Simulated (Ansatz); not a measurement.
Starting cell, CdBr₂ (space group P6_3mc):

```
CdBr2
1.0
    3.98029     0.00000     0.00000
   -1.99015     3.44703     0.00000
    0.00000     0.00000    12.56749
Cd Br
2 4
Direct
  0.66667   0.33333   0.87499
  0.33333   0.66667   0.37499
  0.00000   0.00000   0.75034
  0.00000   0.00000   0.25034
  0.33333   0.66667   0.99967
  0.66667   0.33333   0.49967
```

In this cell atom 1 (Cd, nearest neighbour Br at 2.781 Å; its periodic images, 4.0 Å or more away, move with it) is moved by u·(1.000, 0.000, 0.000) + v·(0.000, 0.000, 1.000); the rest is frozen.

Method: r2SCAN+rVV10 (plane waves to 500 eV, PAW, scalar-relativistic; Ansatz, a quantum-chemistry and plane-wave program). k mesh 8×8×2 (Γ-centred), Fermi-Dirac smearing 0.05 eV. The energy includes the smearing's −TS. Points where atoms come too close for the PAW data are left out (x in tables, blank in figures). CdBr2 was relaxed with its symmetry unable to fall. The zero of ΔE is the undisplaced structure. Axes are in Å.

The scan covers u from -0.700 to 0.700 Å in 7 points and v from -0.700 to 0.700 Å in 7 points.

Problem. In which direction of the plane is the atom held most weakly?

Solution. Along u.

Problem. What are the two principal curvatures of the energy at the centre?

Solution. 3.1 and 7.3 eV/Å².

(A displaced cell: forces are minus the slopes of the energy, force constants its curvatures, and phonons follow from these.)
